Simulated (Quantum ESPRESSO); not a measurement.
## Band energies of KOH

```
CELL_PARAMETERS angstrom
      1.95904    -5.18130     0.00000
      1.95904     5.18130     0.00000
      0.00000     0.00000     3.97296
ATOMIC_POSITIONS crystal
  H  0.03190 0.96810 0.09634
  H  0.96810 0.03190 0.59634
  O  0.10279 0.89721 0.25881
  O  0.89721 0.10279 0.75881
  K  0.36091 0.63909 0.23944
  K  0.63909 0.36091 0.73944
```

PBEsol (pw.x of Quantum ESPRESSO, ONCV potentials, scalar-relativistic); path ΓXSRAZΓYX1A1TY,ZT; energies in eV from the valence-band maximum.

```csv
k (1/Å),point,band 12,band 13,band 14,band 15,band 16,band 17,band 18,band 19
0.00,Γ,-3.87,-0.53,-0.48,-0.31,-0.03,3.86,5.98,7.37
0.23,,-3.89,-0.73,-0.50,-0.34,-0.17,4.27,6.28,7.60
0.69,,-4.00,-1.33,-0.72,-0.56,-0.51,6.35,7.21,7.68
0.92,X,-4.02,-1.28,-0.75,-0.58,-0.52,6.88,6.99,7.30
0.92,S,-4.00,-1.37,-0.76,-0.56,-0.53,6.89,7.00,7.46
1.31,,-4.07,-1.06,-0.59,-0.52,-0.46,6.77,6.88,7.41
1.71,R,-4.14,-0.60,-0.60,-0.43,-0.43,6.48,6.48,7.77
1.71,A,-4.17,-0.61,-0.61,-0.41,-0.41,6.29,6.29,8.35
1.89,,-4.13,-0.61,-0.61,-0.43,-0.43,6.35,6.35,8.30
2.26,,-4.17,-0.59,-0.59,-0.56,-0.56,6.76,6.76,7.25
2.62,Z,-4.23,-0.68,-0.68,-0.55,-0.55,6.70,6.70,7.04
3.02,,-3.97,-0.63,-0.59,-0.49,-0.24,4.95,6.35,7.22
3.41,Γ,-3.87,-0.53,-0.48,-0.31,-0.03,3.86,5.98,7.37
3.82,,-3.96,-0.69,-0.47,-0.35,-0.01,4.98,5.93,6.84
4.02,Y,-4.01,-0.73,-0.45,-0.37,0.00,5.83,5.90,6.00
4.19,,-4.01,-0.73,-0.56,-0.38,-0.09,5.96,6.04,6.15
4.36,,-4.02,-0.81,-0.73,-0.43,-0.29,6.28,6.38,6.56
4.71,X1,-4.02,-1.28,-0.75,-0.58,-0.52,6.88,6.99,7.30
5.02,,-4.08,-1.09,-0.63,-0.56,-0.47,6.64,6.99,7.37
5.34,,-4.15,-0.73,-0.58,-0.43,-0.41,6.27,6.46,8.10
5.50,A1,-4.17,-0.61,-0.61,-0.41,-0.41,6.29,6.29,8.35
5.64,,-4.22,-0.62,-0.62,-0.43,-0.43,6.36,6.36,8.13
5.91,,-4.36,-0.64,-0.64,-0.48,-0.48,6.69,6.69,7.76
6.19,T,-4.43,-0.66,-0.66,-0.50,-0.50,6.89,6.89,7.60
6.45,,-4.23,-0.66,-0.62,-0.53,-0.33,6.56,6.86,7.06
6.71,,-4.06,-0.67,-0.49,-0.48,-0.11,6.10,6.18,6.37
6.98,Y,-4.01,-0.73,-0.45,-0.37,0.00,5.83,5.90,6.00
6.98,Z,-4.23,-0.68,-0.68,-0.55,-0.55,6.70,6.70,7.04
7.10,,-4.25,-0.68,-0.68,-0.55,-0.55,6.72,6.72,7.10
7.34,,-4.36,-0.67,-0.67,-0.52,-0.52,6.82,6.82,7.41
7.58,T,-4.43,-0.66,-0.66,-0.50,-0.50,6.89,6.89,7.60
```

The PBEsol gap is indirect, 3.86 eV, from Y to Γ; the smallest direct gap is 3.88 eV.

Geometry of the Materials Project entry, not relaxed at this level.

The structure is a Materials Project entry; no match was found in the copy of COD used, and its stability was not checked.

Letters of k points follow the standard setting of the lattice, whose axes may be ordered differently from the printed cell.
